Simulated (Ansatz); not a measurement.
Stress against strain in HfB

```
CELL_PARAMETERS angstrom
0.00000 2.31000 2.31000
2.31000 0.00000 2.31000
2.31000 2.31000 0.00000
ATOMIC_POSITIONS crystal
Hf 0.50000 0.50000 0.50000
B 0.00000 0.00000 0.00000
```

Atoms are numbered in the order listed.

The geometry is COD entry 1511179, unchecked; take it as a test cell.

Spin polarisation is left out, and whether a magnetic state lies lower isn't shown here.

No spin–orbit coupling, which matters for the heavy atoms here.

The calculation used DFT, LDA, all-electron LAPW, scalar-relativistic (Ansatz 0.2.0).

Numerical set-up: a Γ-centred 15×15×15 k mesh, Fermi–Dirac smearing of 0.05 eV, basis error target 0.25 meV/atom, no spin polarisation.

The strain is applied along the Cartesian axes of the cell as listed (the other components stay zero). Fractional coordinates are held (clamped ions).

σ is the change of stress from the unstrained cell, which is at 18.26 GPa; tension is positive, so slopes are stress–strain coefficients at that pressure. In a metal the k mesh adds noise.

Only quantities that a quadratic follows smoothly over the whole series are listed; rougher ones are left out.

| εxx = εyy | σzz (GPa) | σxx (GPa) |
| --- | --- | --- |
| -0.0200 | -3.95 | -14.89 |
| 0.0000 | 0.00 | 0.00 |
| 0.0100 | 1.82 | 6.42 |
| 0.0200 | 3.56 | 12.22 |

**Question.** Fit the series and read off the stiffness at zero strain.

**Answer.** Least-squares fits y = p0 + p1 x + p2 x² to the rows give σzz (GPa): p1 = 188, p2 = -480; σxx (GPa): p1 = 678, p2 = -3300. So 2 C12 = 188 GPa and C11 + C12 = 678 GPa.

**Question.** One run, at εxx = εyy = -0.0100, is withheld. Predict its row.

**Answer.** The fits give -1.93, -7.12; the run gave -1.92, -7.09.
